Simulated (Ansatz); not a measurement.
Ba$_{2}$H$_{6}$Os:
```xyz
9
Lattice="0.0000 4.0183 4.0183 4.0183 0.0000 4.0183 4.0183 4.0183 0.0000" Properties=species:S:1:pos:R:3 pbc="T T T"
Ba     6.0275     6.0275     6.0275
Ba     2.0092     2.0092     2.0092
H      4.0183     4.0183     6.3048
H      4.0183     4.0183     1.7319
H      6.3048     4.0183     4.0183
H      1.7319     4.0183     4.0183
H      4.0183     6.3048     4.0183
H      4.0183     1.7319     4.0183
Os     0.0000     0.0000     0.0000
```

Relaxed with HSE06. Special points in fractions of this cell's reciprocal vectors: Γ (0.000, 0.000, 0.000); X (0.500, 0.000, 0.500); U (0.625, 0.250, 0.625); K (0.375, 0.375, 0.750); L (0.500, 0.500, 0.500); W (0.500, 0.250, 0.750).

Problem. List the band energies nearest the valence-band maximum at these points for DFT-HSE06 in the program Ansatz with PAW potentials.

Solution. In eV from the valence-band maximum; about four levels below and three above (degenerate sets whole), none deeper than 8.9 eV; points with the same levels are listed once.

```json
[
 {"k": "Γ", "below": "-2.93 -2.93 -2.93 0.00 0.00 0.00", "above": "4.15 4.26 4.26"},
 {"k": "X", "below": "-1.71 -1.71 -0.69 -0.30 -0.30", "above": "3.12 3.46 4.69"},
 {"k": "U", "below": "-1.77 -0.46 -0.34 -0.29", "above": "3.18 3.97 4.63"},
 {"k": "L", "below": "-2.12 -2.12 -0.50 -0.21 -0.21", "above": "4.35 4.81 4.81"},
 {"k": "W", "below": "-1.77 -0.39 -0.39 -0.29", "above": "3.11 4.24 4.24"}
]
```

Space group Fm-3m. The first step of the workflow began from a Materials Project structure, measured or hypothetical; the Crystallography Open Database copy checked does not list it. Whether it is the stable phase at ambient conditions was not checked. Symmetry was held in the HSE06 relaxation; whether a distortion lowers the energy is not shown. No spin polarisation was allowed. The hybrid was solved on a coarse mesh, the path and, where they were found, the r²SCAN edge points; its band edges are the extreme levels among these. Scalar-relativistic: spin–orbit coupling is off unless named, which matters more the heavier the elements.

Potentials: the later of the program's two PAW sets.
